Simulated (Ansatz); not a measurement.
The start is a relaxed HfIr3 cell, doubled along one cell vector, shaken by Gaussian noise of σ = 0.08 Å a coordinate. The cell and all atomic positions are relaxed at zero pressure with PBE (plane waves to 420 eV, PAW, scalar-relativistic; Ansatz, a program for electronic structure). The first steps use a coarse 7×7×6 k-mesh.

Starting cell:
```
CELL_PARAMETERS angstrom
      2.82186    -3.86422     0.00000
      2.82186     3.86422     0.00000
      0.00000     0.00000     5.77609
ATOMIC_POSITIONS crystal
  Hf 0.01313 0.00395 0.00126
  Hf 0.00136 0.97146 0.50505
  Ir 0.48367 0.46174 0.98803
  Ir 0.51333 0.52338 0.47204
  Ir 0.00833 0.51206 0.27094
  Ir 0.01266 0.49091 0.77022
  Ir 0.48344 0.01248 0.24129
  Ir 0.49846 0.03187 0.72540
```

Q: How large is the pressure on the unrelaxed cell, and of which sign?

A: +6.3 GPa (positive: the cell is compressed).

Q: What is the largest force in the starting geometry, and on which atom (counted from 1)?

A: 3.08 eV/Å, on Ir3 (atoms numbered as listed).

Q: How much energy is released per atom?

A: 0.14 eV/atom.

Q: Does it find its way back to the structure it was made from?

A: It returns to the parent structure, Cmmm (No. 65).

Q: How do the shortest distances between atoms change?

A: The closest pairs of elements (up to four, under 3.6 Å), start → end: Ir–Ir 2.57 → 2.79 Å; Hf–Ir 2.59 → 2.79 Å; Hf–Hf 2.87 → 2.89 Å.

Relaxed structure:

```cif
data_Hf2Ir6
_chemical_formula_sum 'Hf2 Ir6'
_space_group_name_H-M_alt 'Cmmm'
_space_group_IT_number 65
_space_group_name_Hall '-C 2 2'
_cell_length_a 5.64373
_cell_length_b 7.72841
_cell_length_c 2.88801
_cell_angle_alpha 90.000
_cell_angle_beta 90.000
_cell_angle_gamma 90.000
loop_
_atom_site_label
_atom_site_type_symbol
_atom_site_symmetry_multiplicity
_atom_site_Wyckoff_symbol
_atom_site_fract_x
_atom_site_fract_y
_atom_site_fract_z
_atom_site_occupancy
Hf1 Hf 2 b 0.00000 0.50000 0.00000 1
Ir1 Ir 2 a 0.00000 0.00000 0.00000 1
Ir2 Ir 4 f 0.25000 0.25000 0.50000 1
```
(The calculation used a cell of 4 atoms; values per cell refer to that cell.)

Final values are on a 10×10×16 k-mesh of the relaxed cell. No spin polarisation in the result.

The relaxed structure here is a generated cell of HfIr3: the first start was made by placing the elements on the sites of a structure type, and the end was not matched to a known phase here, so it may be hypothetical.
